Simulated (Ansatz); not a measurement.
LiH (rock salt)

```yaml
crystal:
  lattice:
    - [0.00000, 2.00272, 2.00272]
    - [2.00272, 0.00000, 2.00272]
    - [2.00272, 2.00272, 0.00000]
  atoms:
    - { symbol: Li, position: [0.00000, 0.00000, 0.00000] }
    - { symbol: H, position: [0.50000, 0.50000, 0.50000] }
```

The slice is a {100} plane (indices of the conventional cell) through the point (0.500, 0.500, 0.500) (fractional), spanned by u = [100] and v = [0 1 -1] in vectors of this cell: u (2.83 Å) and v (2.83 Å, at 90° to u). It covers one period; positions are fractions (u, v).

Calculation: r2SCAN (plane waves to 500 eV, PAW, scalar-relativistic; Ansatz, a program for electronic structure). k mesh 14×14×14. These are valence fields of a PAW run, semicore shells included where kept as valence: close to a nucleus they are smooth pseudo fields. LiH was relaxed with its symmetry unable to fall.

Question: What is the ELF at the density minimum of the shortest Li–H line in this plane (2.00 Å)?

Answer: 0.03.

Question: What is the valence density on the shortest Li–H line in this plane (2.00 Å), at its minimum between the atoms?

Answer: 0.10 e/Å³.

Question: Sketch the electron localisation function (ELF) on this plane as a map.

Answer: 
```
|xxxxxx999999996633110011336699999999xxxx|
|xxxx9999999988662200000022668899999999xx|
|9999999999997733110000001133779999999999|
|9999999999883300000000000000338899999999|
|9999999988330000000000000000003388999999|
|9999887733000000001122110000000033778899|
|7777663300000011447788774411000000336677|
|333322110000004488xxxxxx8844000000112233|
|1111000000001177xxxxxxxxxx77110000000011|
|0000000000002288xxxxxxxxxx88220000000000|
|1111000000001177xxxxxxxxxx77110000000011|
|333322110000004488xxxxxx8844000000112233|
|7777663300000011447788774411000000336677|
|9999887733000000001122110000000033778899|
|9999999988330000000000000000003388999999|
|9999999999883300000000000000338899999999|
|9999999999997733110000001133779999999999|
|xxxx9999999988662200000022668899999999xx|
|xxxxxx999999996633110011336699999999xxxx|
|xxxxxx999999997733110011337799999999xxxx|
```
Scale: ten equal steps from 0.01 (start of '0') to 1.00 (end of '9'), in the order '0123456789'. Values: electron localisation function (ELF). The map has 20 points along u (two characters each, u = 0 at the left) and 20 along v (v = 0 in the bottom row). Points within 0.4 Å of a nucleus are blanked (x), as the pseudised field means little there.
